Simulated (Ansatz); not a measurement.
Li6SI2O in space group Fm-3m (No. 225; Li on 24e, I on 8c, S on 4a, O on 4b), DFT-PBE in the program Ansatz with PAW potentials. The conduction-band minimum lies at X, with 3 equivalent valleys. Second derivatives d²E/dk² of the lowest band at one valley (eV·Å²), along Cartesian directions:

```
direction  d²E/dk²
---------  -------
[100]        41.56
[010]        12.81
[001]        12.81
[110]        27.18
[101]        27.18
[011]        12.80
```

Problem. Find the principal effective masses, the density-of-states mass and the conductivity mass.

Solution. Off-diagonal terms follow from H_xy = H[110] − (H_xx + H_yy)/2, and m*/mₑ = 7.620 eV·Å² over each eigenvalue: 0.18, 0.59, 0.60. One valley's DOS mass (m₁m₂m₃)^(1/3) = 0.40, conductivity mass 3/(Σ 1/mᵢ) = 0.34 mₑ.

Problem. What effective density of states Nc follows at 300 K for parabolic valleys?

Solution. Nc = 2.509e19 × 3 × (0.40)^(3/2) ≈ 1.9e19 cm⁻³.

The start of the workflow was typed in or built on a structure type; neither database checked (COD, Materials Project) lists it. Whether it is the stable phase at ambient conditions was not checked. The PBE relaxation kept the symmetry of its start; its stability against distortions is not shown here. The volume moved by 23 % from the start of the relaxation. Spin–orbit coupling is left out wherever it is not named.

Potentials: the later of the program's two PAW sets.

Edges and masses are those of Kohn–Sham bands, whose gap is no quasiparticle gap.
